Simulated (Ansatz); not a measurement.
**Calculation log, LaIn (Pm-3m) (elastic constants by finite strains)**

Method: r²SCAN, PAW on Ansatz 0.2.0's default frozen-core files (fitted under PBE), scalar-relativistic.

Cell and atoms were relaxed beforehand by PAW with this functional.

The structure is one entry of a database and needn't be the stable phase.

Command line:

```sh
ansatz run input.yaml --threads 1 --pin off --max-ram 2560MiB --backend cpu --events-out ev --progress --plain --runs-dir out
```

input.yaml:

```yaml
crystal:
  lattice:
    - [3.95899799487, 0.0, 0.0]
    - [0.0, 3.95899799487, 0.0]
    - [0.0, 0.0, 3.95899799487]
  atoms:
    - { symbol: La, position: [0.5, 0.5, 0.5] }
    - { symbol: In, position: [0.0, 0.0, 0.0] }
kpoints:
  mp_grid: { grid: [12, 12, 12] }
scf:
  occupations: { method: fermi_dirac, width: 0.1 }
hamiltonian:
  xc: r2scan
  pseudopotentials: { kind: paw }
elastic:
  mode: relaxed_ion
  stencil: two_point
  amplitude: 0.0002
```

Output:

```
Warning: elastic: elastic.amplitude = 2e-4 is under 1e-3, the smallest value that the input manual advises. Under elastic.basis: reselect (the default) a strained cell's stress can jump where the strain carries plane waves across the cutoff. Elastic constants are stress differences divided by the amplitude, so the smaller the amplitude, the larger the error that such a jump leaves in a constant, and tightening ...
Warning: RAYON_NUM_THREADS=1 ignored (pool sized by the plan → 1); use --threads N
Engine: ansatz 0.2.0, aarch64-unknown-linux-gnu
Pseudopotentials: kind: paw
Pseudopotential: La, paw, valence charge 11, recommended cutoff 500 eV (meta_gga), La.paw.azcp
Pseudopotential: In, paw, valence charge 13, recommended cutoff 500 eV (meta_gga), In.paw.azcp
Functional definition: r2SCAN
  parameter k0 = 0.174
  parameter k1 = 0.065
  parameter a1 = 4.9479
  exchange = r2scan_x(k0 = k0, k1 = k1, a1 = a1)
  correlation = r2scan_c
Crystal: 2 atoms, lattice volume = 62.052 Å³
Basis set: ecut = 500 eV, 1575 PW (Γ), exchange–correlation on 120×120×120 points (64 copies of the dense FFT grid, shifted against one another)
[... 114 lines left out ...]
        60.520     45.445     45.445     -0.000     -0.000     -0.000
        45.445     60.520     45.445     -0.000     -0.000     -0.000
        45.445     45.445     60.520     -0.000     -0.000     -0.000
         0.000      0.000     -0.000     38.141      0.000     -0.000
         0.000      0.000     -0.000     -0.000     38.141     -0.000
         0.000     -0.000      0.000      0.000      0.000     38.141
  reference stress σ⁰ (GPa):      0.037      0.037      0.037      0.000     -0.000     -0.000
  C* (energy form; C + prestress term) asymmetry max|C*_kj − C*_jk| = 7.105e-15 GPa — a small one proves nothing (zero by symmetry where the batch's group is 432, −43m or m−3m); a large one is finite-difference/SCF noise where ...
  moduli (Voigt/Reuss/Hill, GPa): K = 50.47/50.47/50.47   G = 25.90/14.53/20.22   E = 53.51   ν = 0.323
  mechanically stable: yes (min eigenvalue of sym C = 15.07 GPa)
  strain η (Voigt 11):  stress-route row diagonal C_11 = 60.52 GPa, energy-path curvature d²(F+E_count+ΔE)/dδ²/Ω₀ = 60.63 GPa
         δ    σ_11 (GPa)             F (eV)   n_scf  n_hpsi   n_pw
    -2.000e-4       0.0253      -11877.7946908       9   73412   1596   relax 0 steps, max|allowed force component| 1.58e-30 eV/Å
     2.000e-4       0.0495      -11877.7946845       3   50480   1596   relax 0 steps, max|allowed force component| 3.94e-31 eV/Å
  strain η (Voigt 23):  stress-route row diagonal C_44 = 38.14 GPa, energy-path curvature d²(F+E_count+ΔE)/dδ²/Ω₀ = 38.21 GPa
         δ    σ_23 (GPa)             F (eV)   n_scf  n_hpsi   n_pw
    -2.000e-4      -0.0076      -11877.7946880       9  110804   1596   relax 0 steps, max|allowed force component| 7.89e-31 eV/Å
     2.000e-4       0.0076      -11877.7946880       3   77215   1596   relax 0 steps, max|allowed force component| 3.16e-30 eV/Å
```

The calculation finished and met its thresholds.

**Elastic moduli**

Elastic constants of a crystal by Kohn-Sham DFT: slopes of the stress over finite engineering strains of the given cell, Voigt indices, Cartesian axes as in the input; Hill averages of a grain aggregate, Debye temperature from the mean sound speed over directions.

- Bulk modulus: 50.47 GPa
- Shear modulus: 20.22 GPa
- Young modulus: 53.51 GPa
- Poisson ratio: 0.3233
- Bulk over shear modulus: 2.496
- Elastic anisotropy index: 3.909
- Least young modulus: 21.54 GPa
- Largest young modulus: 91.4 GPa
- Longitudinal sound speed: 3377 m/s
- Transverse sound speed: 1726 m/s
- Elastic debye temperature: 175.2 K
- Linear compressibility (x, y, z): 6.605, 6.605, 6.605 1/TPa
- Zener ratio: 5.06
- Cauchy pressure: 7.3 GPa

Strained cells:

Stress of each strained cell less that at rest, tension positive.

```tsv
strain component	strain	stress xx (GPa)	stress yy (GPa)	stress zz (GPa)	stress yz (GPa)	stress xz (GPa)	stress xy (GPa)	relaxation steps
xx	-0.0002	-0.0121	-0.0091	-0.0091	0	0	0	0
xx	0.0002	0.0121	0.009	0.009	0	0	0	0
yz	-0.0002	0	0	0	-0.0076	0	0	0
yz	0.0002	0	0	0	0.0076	0	0	0
```

Elastic constants:

```
Pressure at rest         : -0.037 GPa
Least elastic eigenvalue : 15.07 GPa
Elastically stable       : yes
```

```
index  elastic (GPa)
   11          60.52
   12          45.44
   44          38.14
```

Caveats: frozen-core PAW files fitted under PBE, their cores solved anew for the functional of the run; responses of metals move with mesh and smearing; the softest shear constant rests on one k mesh, and a soft shear can herald a distortion on cooling; settings unsound, results are not properties of the crystal.

Time and hardware: 2.2 min on 1 thread of Arm Neoverse V2 (shared host), peak memory 0.75 GiB.
